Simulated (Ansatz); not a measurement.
Values for one crystal, relaxed and computed with the program Ansatz at the r²SCAN+D4 level (PAW); other levels are named.

- Volume per atom = 22.59 Å³
- Band gap = 1.57 eV (indirect)
- Hole effective mass with spin–orbit coupling = 1.9 mₑ (isotropic)
- HSE06 gap on the r²SCAN+D4 cell = 2.28 eV
- Pressure derivative B′ = 7.7
- Bulk modulus (Birch–Murnaghan fit) = 5.3 GPa
- Gap with spin–orbit coupling = 1.45 eV

Pick the material that matches.
(A) WS2, P6_3/mmc (W on 2d, S on 4f)
(B) Ti4H3NS8, P3m1 (Pearson symbol hP16)
(C) HBr, I4/mmm (H on 2a, Br on 2b)
(D) Bi2Te2Se, R-3m (Bi on 6c, Te on 6c, Se on 3a)

C, HBr, I4/mmm (H on 2a, Br on 2b)

The workflow started from an entry of the Crystallography Open Database (COD); the relaxed space group is not among those it files for this formula. COD files the formula under space group No. 36, 69, 225. The r²SCAN+D4 relaxation kept the symmetry of its start; whether a distortion lowers the energy is not shown. The substance is a gas or liquid at ambient conditions. Spin–orbit coupling is left out wherever it is not named.

Potentials: the later of the program's two PAW sets.
